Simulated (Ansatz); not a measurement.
The cell is the one relaxed in the Materials Project (mp-690760), not relaxed further here; entries there can be hypothetical.

Input and log of a run on TiH: DFT, r2SCAN, PAW with Ansatz's default frozen-core files, scalar-relativistic (Ansatz 0.2.0).

Command: `ansatz run input.yaml --threads 1 --pin off --max-ram 4096MiB --backend cpu --events-out ev --progress --plain --runs-dir out` The run took 57 s on 1 thread of Arm Neoverse V1, on a shared host.

```yaml
crystal:
  lattice:
    - [2.9474928546, 0.0, 0.0]
    - [0.0, 2.9474928546, 0.0]
    - [0.0, 0.0, 4.56814048]
  atoms:
    - { symbol: Ti, position: [0.5, 0.0, 0.5] }
    - { symbol: Ti, position: [0.0, 0.5, 0.0] }
    - { symbol: H, position: [0.0, 0.0, 0.25] }
    - { symbol: H, position: [0.0, 0.0, 0.75] }
kpoints:
  mp_grid: { grid: [12, 12, 8] }
  band_path:
    path:
      - [0.0, 0.0, 0.0]
      - [0.0, 0.5, 0.0]
      - [0.5, 0.5, 0.0]
      - [0.0, 0.0, 0.0]
      - [0.0, 0.0, 0.5]
      - [0.0, 0.5, 0.5]
      - [0.5, 0.5, 0.5]
      - [0.0, 0.0, 0.5]
      - [0.0, 0.5, 0.0]
    npoints: 14
scf:
  occupations: { method: fermi_dirac, width: 0.08 }
hamiltonian:
  xc: r2scan
  pseudopotentials: { kind: paw }
output:
  forces: true
  stress: true
  eigenvalues: true
  efg: { contact_densities: true }
  populations: true
  bader: true
  dos: { projected: true, de: 0.2, e_range: [-14, 8] }
  write_density: true
  write_potential: true
  elf: true
  volumetric_format: npy
```

The log:

```
Engine: ansatz 0.2.0
Pseudopotentials: kind: paw
Pseudopotential: Ti, paw, valence charge 12, recommended cutoff 500 eV (meta_gga)
Pseudopotential: H, paw, valence charge 1, recommended cutoff 500 eV (meta_gga)
Functional definition: r2SCAN
  parameter k0 = 0.174
  parameter k1 = 0.065
  parameter a1 = 4.9479
  exchange = r2scan_x(k0 = k0, k1 = k1, a1 = a1)
  correlation = r2scan_c
Crystal: 4 atoms, lattice volume = 39.687 Å³
Basis set: ecut = 500 eV, 1025 PW (Γ), exchange–correlation on 96×96×144 points (64 copies of the dense FFT grid, shifted against one another)
Bands: 17, of which v1, the nominal top of the filled ones, is band 13 counted from 1 (12 counted from 0)
Symmetry: 16 space group operations
Space group: P42/mmc (ITA 131), of the structure as read, at distance tolerance 3.4e-5 Å
k-points: 140 of 1152
Non-local potential: Ti, projectors of the file, l = 0: 3, l = 1: 2, l = 2: 3, l = 3: 1
Non-local potential: H, projectors of the file, l = 0: 2, l = 1: 1
PAW form: soft (Blöchl's): semilocal exchange-correlation on the pseudo side does not see the compensation charge
PAW frozen core: Ti, regenerated for the run's functional (the file was generated under x = pbe(κ = 0.804, μ = 0.2195149727645171), c = pbe(β = 0.06672455060314922))
PAW one-centre angular grid: Ti, 590 points (default); XC on 160 Gauss nodes
PAW one-centre angular grid: H, 302 points (default); XC on 160 Gauss nodes
Initial density: superposition of atomic densities (neutral atoms: chi_scale 0, normalization atom), corrected by the library's trained network
Initial wavefunctions: pseudopotential atomic-orbital guess
Functional: x = r2scan, c = r2scan; τ floored in thin density (d = 2e-4 eV/Å³)
SCF iter   1: F=—  HF=-5042.348762 eV  |F-HF|=—  |Δ(HF+E_count)|=         —  Δρ=2.09e-2  dr2=1.64e-1  dr2_τ=3.65e-2  ethr=1.77e-3  ⟨swp⟩=4.2  Hψ=9929  notcnv=0
preconditioner: auto → Kerker (q_TF=auto, 2.543 Å⁻¹)  [metal: Δε(μ)=0.007 eV  Ē_g=5.060 eV  σ=0.080 eV  W_gap=0.02  n_scr=14 (ndim 8)  ℏωp=18.6 eV  f_vac=0.000  D(μ)=1.79/eV (n_scr^D=16)]
SCF iter   2: F=—  HF=-5042.361272 eV  |F-HF|=—  |Δ(HF+E_count)|=   1.25e-2  Δρ=7.46e-3  dr2=2.00e-2  dr2_τ=1.37e-3  ethr=6.31e-4  ⟨swp⟩=2.9  Hψ=5601  notcnv=0
SCF iter   3: F=—  HF=-5042.359996 eV  |F-HF|=—  |Δ(HF+E_count)|=   1.28e-3  Δρ=2.71e-3  dr2=2.09e-3  dr2_τ=1.79e-4  ethr=7.68e-5  ⟨swp⟩=2.0  Hψ=3605  notcnv=0
SCF iter   4: F=—  HF=-5042.361067 eV  |F-HF|=—  |Δ(HF+E_count)|=   1.07e-3  Δρ=6.28e-4  dr2=1.33e-4  dr2_τ=5.11e-6  ethr=8.05e-6  ⟨swp⟩=2.9  Hψ=4422  notcnv=0
SCF iter   5: F=—  HF=-5042.361119 eV  |F-HF|=—  |Δ(HF+E_count)|=   5.16e-5  Δρ=1.28e-4  dr2=5.91e-6  dr2_τ=2.74e-7  ethr=5.11e-7  ⟨swp⟩=2.4  Hψ=3378  notcnv=0
SCF iter   6: F=—  HF=-5042.361120 eV  |F-HF|=—  |Δ(HF+E_count)|=   8.22e-7  Δρ=4.63e-5  dr2=4.60e-7  dr2_τ=2.37e-8  ethr=2.27e-8  ⟨swp⟩=2.3  Hψ=3302  notcnv=0
SCF iter   7: F=-5042.361120 eV  HF=-5042.361120 eV  |F-HF|=7.68e-9  |Δ(HF+E_count)|=   2.48e-7  Δρ=1.05e-5  dr2=3.06e-8  dr2_τ=1.09e-9  ethr=3.85e-10  ⟨swp⟩=8.1  Hψ=15135  notcnv=0
SCF 1 converged in 7 iterations: F = -5042.361120 eV  dr2 = 3.06e-8
  greatest PAW one-centre occupation: 1.001 electrons in one spin orbital (limit 2), on the Ti atom at site 1 (counted from 0), in its partial waves of l = 1
NSCF: frozen V_eff on 113 k-points
SCF converged after 7 iterations
Free energy (F): -5042.361120 eV
Harris-Foulkes:  -5042.361120 eV  (|F-HF|=7.68e-9)
Internal energy: -5042.319913 eV  (E = F + TS)
E sigma→0 (E₀):  -5042.340517 eV
Entropy (-TS):   -0.041207 eV (-10.302 meV/atom)
Fermi energy:    12.120732 eV
--- Per-component energies (eV) ---
  E_band       = -370.284710
  E_kinetic    = 574.838748
  E_local      = -1716.425743  (includes V_loc(G=0)·N_el)
  E_nonlocal   = 16.410766
  E_hartree    = 694.816601
  E_xc         = -205.823476
  E_vxc        = -293.593169  (∫ρ·V_xc dr)
  E_paw        = -2114.064169  (= ΣΔE_a)
  E_vpaw       = -360.673020  (= ΣTr[D̂ρ^β])
  E_aug_tail   = -0.000758  (compensation charges beyond the density's cutoff)
  E_vtau       = 19.528120  (kinetic-family band-sum trace: ∫τ·v_τ [+ j·A + Jᵃ·Aᵃ] dr)
  E_ewald      = -2291.564967
  E_core_change = -0.506914  (= ΣΔE_core)
  E_smearing   = -0.041207  (= −TS)
  E_closure    = -0.000000  (closes the sum)
  Σ components = -5042.361120   (vs F -5042.361120, Δ=0.00e0)
--- Forces (eV/Å), atoms counted from 1 ---
  atom   1  Ti     0.00000000     0.00000000     0.00000000
  atom   2  Ti     0.00000000    -0.00000000     0.00000000
  atom   3  H      0.00000000     0.00000000     0.00000000
  atom   4  H      0.00000000     0.00000000    -0.00000000
  max |Σ_I F_I| component: 2.60e-29 eV/Å
--- Stress (GPa, compression-positive) ---
       -0.238234       0.000000       0.000000
        0.000000      -0.238234       0.000000
        0.000000       0.000000      -0.520738
  P = ⅓ Tr σ = -0.3324 GPa (-3.324 kbar)
--- PAW observables at the nuclei: V_zz in 10²¹ V/m², potentials from the cell's mean, atoms counted from 1 ---
  atom   1  Ti V_zz =    +3.278639   η = 0.1049   by run symmetry: allowed
            electrostatic potential = -2528.940551 V   contact ρ = 56722.402998 e/Å³
  atom   2  Ti V_zz =    +3.278639   η = 0.1049   by run symmetry: allowed
            electrostatic potential = -2528.940551 V   contact ρ = 56722.402998 e/Å³
  atom   3  H  V_zz =    +0.131431   η = 0.0000   by run symmetry: allowed
            electrostatic potential = -46.578379 V   contact ρ = 3.156461 e/Å³
  atom   4  H  V_zz =    +0.131431   η = 0.0000   by run symmetry: allowed
            electrostatic potential = -46.578379 V   contact ρ = 3.156461 e/Å³
--- Band table (eV; the first three rows and the last of 140) ---
  k-point 0: bands = ["-47.2509", "-47.1644", "-22.6455", "-22.3097", "-22.3097", "-22.1872", "-22.1567", "-22.1567", "2.3562", "7.7885", "9.3050", "9.5466", "12.1894", "12.8283", "12.8283", "13.8609", "14.7136"]
  k-point 1: bands = ["-47.2476", "-47.1677", "-22.6289", "-22.3060", "-22.3060", "-22.2055", "-22.1604", "-22.1604", "2.4852", "7.2385", "9.6306", "9.7530", "12.1203", "12.8945", "12.8945", "13.7351", "14.7368"]
  k-point 2: bands = ["-47.2383", "-47.1771", "-22.5813", "-22.2961", "-22.2961", "-22.2574", "-22.1705", "-22.1705", "2.8649", "6.2538", "9.8751", "10.4597", "11.9071", "13.0895", "13.0895", "13.3757", "14.8031"]
  k-point 139: bands = ["-47.1334", "-47.1334", "-22.6141", "-22.6141", "-22.4636", "-22.4636", "-22.3263", "-22.3263", "6.3264", "6.3264", "10.2800", "10.2800", "11.7358", "11.7358", "13.7076", "13.7076", "15.6076"]
--- Löwdin populations: 4 sites ---
  site symbol       q [e]
     0     Ti     11.5980
     1     Ti     11.5980
     2      H      1.2501
     3      H      1.2501
  spilling = 0.011679 (of n_electrons = 26.000000)
--- Bader charges: 4 sites ---
  site symbol  charge [e]  shift [e] shared [e]
     0     Ti      0.8961     0.0005     0.8848
     1     Ti      0.8960     0.0005     0.8848
     2      H     -0.8847     0.0005    -0.8848
     3      H     -0.8847     0.0005    -0.8848
  maxima off the nuclei: 2, with 0.0226 electrons
  on the straight line to a nucleus their density falls by 4.5e-4 of itself; PAW files or a low cutoff
  can make one that falls by little (a run on other files and one at a higher cutoff tell): if they did, read the shared
  charge, to which what the maxima have on the atom's side is counted
  estimated error of the sums over rays = 4.5e-4 e
```
